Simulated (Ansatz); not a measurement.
# MoPdRu₂: what symmetry allows forces and stress to be

```yaml
crystal:
  lattice:
    - [2.70177, 0.00000, 0.00000]
    - [-1.35088, 2.33980, 0.00000]
    - [0.00000, 0.00000, 8.93166]
  atoms:
    - { symbol: Mo, position: [0.00000, 0.00000, 0.00000] }
    - { symbol: Ru, position: [0.66667, 0.33333, 0.20240] }
    - { symbol: Ru, position: [0.66667, 0.33333, 0.79760] }
    - { symbol: Pd, position: [0.00000, 0.00000, 0.50000] }
```

Theory: DFT PBEsol, scalar-relativistic, plane waves, PAW (Ansatz).

Settings: cutoff 420 eV, Γ-centred mesh 18×18×6 on the computed 4-atom cell, Gaussian smearing of 0.10 eV; no spin polarisation.

This distorted cell has space group P-6m2, with 12 operations.

Q: Without a calculation: in which directions can each atom feel a force?

A: A force must be left unchanged by every operation that keeps its atom in place, so it lies in the space that those operations leave fixed. Atoms that the group maps onto each other feel forces of one size.
```
atom site symmetry operations at the site equivalent to atom allowed force (Cartesian)
 Mo1           -6m2                      12                   1                       none
 Ru2            3m.                       6                   2   along (0.00, 0.00, 1.00)
 Ru3            3m.                       6                   2   along (0.00, 0.00, 1.00)
 Pd4           -6m2                      12                   4                       none
```

That leaves 1 independent force component of 12. A relaxation in this cell that keeps the symmetry moves the atoms in these directions alone.

Q: And the stress tensor?

A: It must be invariant under the point group, which leaves 2 independent components: yz, xz, xy vanish; xx = yy.

Q: Do the computed values obey this?

A: Yes. Forces (eV/Å):
```
Mo1  0.000  0.000  0.000
Ru2  0.000  0.000  6.071
Ru3  0.000  0.000 -6.071
Pd4  0.000  0.000  0.000
```

Stress (GPa, compression positive, xx yy zz yz xz xy): 27.71 27.71 38.71 0.00 0.00 0.00. The program imposes the same operations on density, forces and stress, so this confirms the analysis and is no independent test of the calculation.

Spin polarisation was left out, and a magnetic state may lie lower.